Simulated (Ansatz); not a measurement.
An Ansatz (a first-principles code) run. Input:

Ansatz 0.2 input:
```yaml
crystal:
  lattice:
    - [4.6108019236, 0.0, 0.0]
    - [0.0, 4.6108019236, 0.0]
    - [0.0, 0.0, 4.6108019236]
  atoms:
    - { symbol: Cs, position: [0.0, 0.0, 0.0] }
    - { symbol: I, position: [0.5, 0.5, 0.5] }
kpoints:
  mp_grid: { grid: [5, 5, 5] }
hamiltonian:
  xc: hse06
  pseudopotentials: { kind: paw }
scf:
  n_extra_bands: 6
  occupations: { method: fixed }
output:
  eigenvalues: true
  eigenstates:
    e_range: [-9.0, 14.8]
    kpoints:
      - [0.0, 0.5, 0.5]  # VBM
      - [0.0, 0.0, 0.0]  # CBM
      - [0.0, 0.0, 0.0]  # GAMMA
      - [0.5, 0.5, 0.5]  # R
      - [0.5, 0.5, 0.0]  # M
      - [0.0, 0.5, 0.0]  # X
```

Output (shortened):

```
Pseudopotential: Cs, paw, valence charge 9
Pseudopotential: I, paw, valence charge 17
Functional definition: HSE06
davidson cushion auto → on  (no smearing: the cushion is to keep the highest requested band from converging to the state above it …
Crystal: 2 atoms, lattice volume = 98.023 Å³
Basis set: ecut = 420 eV, 1935 PW (Γ)
Bands: 19, of which v1, the nominal top of the filled ones, is band 13 counted from 1 (12 counted from 0)
Symmetry: 48 space group operations
Space group: Pm-3m (ITA 221), of the structure as read, at distance tolerance 4.6e-5 Å
k-points: 10 of 125
SCF iter   1: F=—  HF=-13186.747974 eV  |F-HF|=—  |Δ(HF+E_count)|=         —  Δρ=4.26e-4  dr2=1.86e-4  ethr=1.77e-3  ⟨swp⟩=2.0  Hψ=1468  notcnv=0
preconditioner: auto → none
SCF iter   2: F=-13186.748662 eV  HF=-13186.748486 eV  |F-HF|=1.76e-4  |Δ(HF+E_count)|=   5.13e-4  Δρ=1.99e-4  dr2=2.62e-5  ethr=7.16e-7  ⟨swp⟩=6.0  Hψ=814  notcnv=0  defer=3
SCF 1 stopped early in 2 iterations: F = -13186.748662 eV  dr2 = 2.62e-5
Crystal: 2 atoms, lattice volume = 98.023 Å³
Exchange kernel: α = 0.2500, screened, ω = 0.2079 Å⁻¹, Wigner–Seitz truncation, v(0) = 1046.6540 eV·Å³, q-mesh 5×5×5, nearest image of the exchange supercell L …
Frozen-core exchange: fock
SCF iter   1: F=—  HF=-13196.559069 eV  |F-HF|=—  |Δ(HF+E_count)|=         —  Δρ=1.34e-3  dr2=2.82e-3  ethr=1.01e-6  ⟨swp⟩=8.9  Hψ=1109  notcnv=0
preconditioner: auto → none
SCF iter   2: F=—  HF=-13196.558408 eV  |F-HF|=—  |Δ(HF+E_count)|=   6.61e-4  Δρ=5.98e-4  dr2=4.65e-4  ethr=1.01e-6  ⟨swp⟩=5.0  Hψ=635  notcnv=0
SCF iter   3: F=—  HF=-13196.560604 eV  |F-HF|=—  |Δ(HF+E_count)|=   2.20e-3  Δρ=2.96e-4  dr2=7.95e-5  ethr=9.98e-7  ⟨swp⟩=4.1  Hψ=631  notcnv=0
iter 4 solved again at ethr=2.19e-8 eV; its pass at ethr=2.81e-7 eV (dr2=5.69e-6 eV) is discarded
SCF iter   4: F=—  HF=-13196.560616 eV  |F-HF|=—  |Δ(HF+E_count)|=   1.22e-5  Δρ=9.99e-5  dr2=7.47e-6  ethr=2.19e-8  ⟨swp⟩=3.1  Hψ=910  notcnv=0
SCF iter   5: F=-13196.560637 eV  HF=-13196.560637 eV  |F-HF|=3.41e-8  |Δ(HF+E_count)|=   2.06e-5  Δρ=2.20e-5  dr2=3.56e-7  ethr=2.19e-8  ⟨swp⟩=4.4  Hψ=593  notcnv=0  defer=1
SCF 2 stopped early in 5 iterations: F = -13196.560637 eV  dr2 = 3.56e-7
hybrid outer 1: dexx = +2.282e-3 eV, tail = 6.84e-6 eV
Crystal: 2 atoms, lattice volume = 98.023 Å³
Exchange kernel: α = 0.2500, screened, ω = 0.2079 Å⁻¹, Wigner–Seitz truncation, v(0) = 1046.6540 eV·Å³, q-mesh 5×5×5, nearest image of the exchange supercell L …
Frozen-core exchange: fock
SCF iter   1: F=—  HF=-13196.560652 eV  |F-HF|=—  |Δ(HF+E_count)|=         —  Δρ=1.91e-5  dr2=4.73e-7  ethr=1.32e-7  ⟨swp⟩=3.1  Hψ=464  notcnv=0
preconditioner: auto → none
iter 2 solved again at ethr=7.67e-11 eV; its pass at ethr=1.65e-9 eV (dr2=1.99e-8 eV) is discarded
SCF iter   2: F=-13196.560652 eV  HF=-13196.560652 eV  |F-HF|=4.44e-9  |Δ(HF+E_count)|=   1.32e-7  Δρ=7.31e-6  dr2=2.69e-8  ethr=7.67e-11  ⟨swp⟩=3.6  Hψ=1075  notcnv=0
SCF 3 converged in 2 iterations: F = -13196.560652 eV  dr2 = 2.69e-8
hybrid outer 2: dexx = +8.186e-8 eV, tail = 6.09e-8 eV, Δε = 2.42e-3 eV (about 2.80e-4 eV left of the loop's levels)
NSCF: frozen V_eff on 6 k-points
hybrid SCF converged: 2 outer / 7 inner (+2 warm-up), last move |dexx| = 8.19e-8 eV, tail = 6.09e-8 eV
Stability not checked (fock_operator)
Free energy (F): -13196.560652 eV
Frozen-core exchange: fock
Harris-Foulkes:  -13196.560652 eV  (|F-HF|=4.44e-9)
Internal energy: -13196.560652 eV  (E = F + TS)
E sigma→0 (E₀):  -13196.560652 eV
Fermi energy:    2.995835 eV
--- Per-component energies (eV) ---
  E_band       = -489.242564
  E_kinetic    = 331.250975
  E_local      = -2479.551336  (includes V_loc(G=0)·N_el)
  E_nonlocal   = -60.376580
  E_hartree    = 1231.377319
  E_xc         = -243.622285
  E_vxc        = -205.338174  (∫ρ·V_xc dr)
  E_exx        = -66.423588  (= α·E_x^exact, valence–valence)
  E_paw        = -9886.241177  (= ΣΔE_a)
  E_vpaw       = -405.128482  (= ΣTr[D̂ρ^β])
  E_aug_tail   = -0.000009  (compensation charges beyond the density's cutoff)
  E_ewald      = -2022.458649
  E_core_change = -0.515322  (= ΣΔE_core)
  E_smearing   =  0.000000  (= −TS)
  E_closure    = 0.000000  (closes the sum)
  Σ components = -13196.560652   (vs F -13196.560652, Δ=0.00e0)
  [band-id]    e_kinetic+e_local+e_nonlocal+2·e_hartree+e_vxc+2·e_exx+e_vpaw+e_augmentation_tail = -489.236144   (vs E_band -489.242564, Δ=6.42e-3)
--- Band table (eV; the first three rows and the last of 10) ---
  k-point 0: bands = ["-42.1297", "-42.1297", "-42.1297", "-42.1282", "-42.1282", "-18.8119", "-8.4568", "-4.5282", "-4.5282", "-4.5282", "2.9414", "2.9414", "2.9414", "7.8268", "8.2266", "8.2266", "11.9489", "11.9489", "11.9489"]
  k-point 1: bands = ["-42.1297", "-42.1297", "-42.1297", "-42.1282", "-42.1281", "-18.8035", "-8.4572", "-4.5769", "-4.5065", "-4.5065", "2.3346", "2.8974", "2.8974", "8.4723", "8.6021", "9.0673", "11.8248", "11.8248", "12.1329"]
  k-point 2: bands = ["-42.1297", "-42.1297", "-42.1297", "-42.1282", "-42.1281", "-18.7897", "-8.4607", "-4.6414", "-4.4709", "-4.4709", "1.5789", "2.8234", "2.8234", "9.1046", "10.0501", "10.5362", "11.1178", "11.9513", "11.9513"]
  k-point 9: bands = ["-42.1296", "-42.1296", "-42.1296", "-42.1281", "-42.1281", "-18.7506", "-8.1990", "-4.7606", "-4.7482", "-4.7482", "1.8479", "1.8479", "1.9695", "10.1393", "10.7480", "10.7480", "11.7993", "11.9930", "11.9930"]
```

Cost: about 2.3 core-minutes (a rough figure) on shared cores.

The points marked VBM and CBM come from a semilocal run.

The r²SCAN relaxation kept the symmetry of its start. Scalar-relativistic: spin–orbit coupling is off unless named, which matters more the heavier the elements.

Potentials: the later of the program's two PAW sets.

Ansatz is a plane-wave DFT program.
